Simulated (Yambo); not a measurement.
Yambo run on Mg3ZnO4 (space group P4/mmm, No. 123). The wavefunctions come from this Quantum ESPRESSO step (PBEsol, PseudoDojo standard norm-conserving files, scalar-relativistic):

```
&CONTROL
  calculation = 'nscf'
  pseudo_dir = './pseudo'
  outdir = './out'
/
&SYSTEM
  ibrav = 0
  nat = 8
  ntyp = 3
  ecutwfc = 84.0
  ecutrho = 336.0
  occupations = 'fixed'
  force_symmorphic = .true.
  nbnd = 168
/
&ELECTRONS
  conv_thr = 8e-09
  diago_full_acc = .true.
  diago_thr_init = 1e-08
/
ATOMIC_SPECIES
O 15.9990 O.upf
Mg 24.3050 Mg.upf
Zn 65.3800 Zn.upf
CELL_PARAMETERS angstrom
  3.026190000000   0.000000000000   0.000000000000
  0.000000000000   3.026190000000   0.000000000000
  0.000000000000   0.000000000000   8.553240000000
ATOMIC_POSITIONS crystal
O   0.000000000000   0.000000000000   0.253080000000
O   0.000000000000   0.000000000000   0.746920000000
O   0.500000000000   0.500000000000   0.000000000000
O   0.500000000000   0.500000000000   0.500000000000
Mg   0.500000000000   0.500000000000   0.750430000000
Mg   0.500000000000   0.500000000000   0.249570000000
Mg   0.000000000000   0.000000000000   0.500000000000
Zn   0.000000000000   0.000000000000   0.000000000000
K_POINTS automatic
4 4 2 0 0 0
```

Yambo input:

```
rim_cut
gw0
dyson
el_el_corr
HF_and_locXC
ppa
em1d
RandQpts= 1000000
RandGvec= 1 Ry
EXXRLvcs= 84 Ry
VXCRLvcs= 336 Ry
Chimod= "HARTREE"
% BndsRnXp
 8 | 166 |
%
NGsBlkXp= 8 Ry
% LongDrXp
 1.0 | 1.0 | 1.0 |
%
PPAPntXp= 27.2114 eV
% GbndRnge
 1 | 166 |
%
GTermKind= "BG"
DysSolver= "n"
ExtendOut
% QPkrange
 1 | 1 | 37 | 38 |
 2 | 2 | 37 | 38 |
 5 | 5 | 37 | 38 |
 6 | 6 | 37 | 38 |
 11 | 11 | 37 | 38 |
 12 | 12 | 37 | 38 |
%
```

k points by index: 1 = Γ, 2 = Z, 5 = X, 6 = R, 11 = M, 12 = A.

The o-*.qp file then holds:

```
#    K-point    Band    Eo [eV]    E [eV]    E-Eo [eV]    Vxc [eV]    Vnlxc [eV]    Sc|Eo [eV]    Sc|E [eV]    dSc/dw|Eo [eV]    Re(Z)    Im(Z)
#
    1    37    -0.779098    -1.853686    -1.074588    -19.72232    -25.19775    4.120908    4.400838    -7.087527    0.793357    -0.001519
    1    38    2.436081    3.310255    0.874174    -14.83147    -10.61909    -3.168942    -3.338208    -5.268530    0.837790    -0.890862E-3
    2    37    -0.836278    -1.971322    -1.135044    -19.80666    -25.39843    4.163445    4.456727    -7.030209    0.794685    -0.001418
    2    38    3.240496    4.187351    0.946855    -16.80968    -12.86593    -2.797679    -2.996902    -5.725062    0.826177    -0.951863E-3
    5    37    0.000000    -1.010759    -1.010759    -24.38141    -30.06787    4.414505    4.675696    -7.030929    0.794670    -0.001162
    5    38    6.088164    7.118158    1.029994    -12.28975    -7.096052    -3.973618    -4.163708    -5.021357    0.844214    -0.001307
    6    37    -0.163370E-5    -1.010761    -1.010759    -24.38141    -30.06787    4.414509    4.675698    -7.030891    0.794670    -0.001163
    6    38    6.376936    7.448619    1.071683    -13.17959    -7.946920    -3.955909    -4.160985    -5.205991    0.839401    -0.002248
    11    37    -2.032766    -3.320539    -1.287773    -18.38372    -24.26639    4.252531    4.594895    -7.229145    0.790054    -0.005852
    11    38    5.175239    6.432895    1.257657    -14.87457    -9.383069    -3.994826    -4.233845    -5.171235    0.840307    -0.896548E-3
    12    37    -2.007912    -3.377905    -1.369993    -21.32681    -27.29815    4.293742    4.601351    -6.103415    0.816734    -0.007113
    12    38    5.362368    6.656176    1.293808    -15.38771    -9.878223    -3.963490    -4.215683    -5.303793    0.836882    -0.901876E-3
```
(The two width columns are left out.) Convergence of these settings isn't established.

Geometry of the Materials Project entry, not relaxed at this level.

The structure is a Materials Project entry; no match was found in the copy of COD used, and its stability was not checked.
